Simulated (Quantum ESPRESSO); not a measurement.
Parts of the isotropic shielding in BeTe, by GIPAW with PBE in a modified build of Quantum ESPRESSO, on JTH PAW datasets, 20 Ha, k-mesh 6×6×6 shifted:

```
CELL_PARAMETERS angstrom
      0.00000     2.83146     2.83146
      2.83146     0.00000     2.83146
      2.83146     2.83146     0.00000
ATOMIC_POSITIONS crystal
  Be 0.00000 0.00000 0.00000
  Te 0.75000 0.75000 0.75000
```
Geometry: a computed entry of the Materials Project; it was not checked against measured cells. It is BeTe in F-43m; whether this form has been observed was not checked. Stability against distortions was not tested.

The core term is that of the free atom's frozen core; the paramagnetic column sums the reconstruction terms. Shieldings are absolute and leave out the bulk-susceptibility term; a larger σ means a smaller chemical shift. In our sweeps, cutoffs and meshes of this size left a few ppm, and up to some 20 ppm on atoms from Zn on. No spin–orbit coupling; Te is the heaviest element present. The datasets of Te hold no d projectors, which limits absolute σ on these atoms.

```tsv
site	core	bare (smooth current)	diamagnetic correction	paramagnetic corrections	σ_iso (ppm)
Be (atom 1)	0.0	-11.5	113.4	___	___
Te (atom 2)	5554.2	33.3	-3.3	___	___
```

Question: Complete the blanks.

Answer: 
- Be (atom 1), paramagnetic corrections: -16.1
- Be (atom 1), σ_iso (ppm): 85.9
- Te (atom 2), paramagnetic corrections: -1827.8
- Te (atom 2), σ_iso (ppm): 3756.4
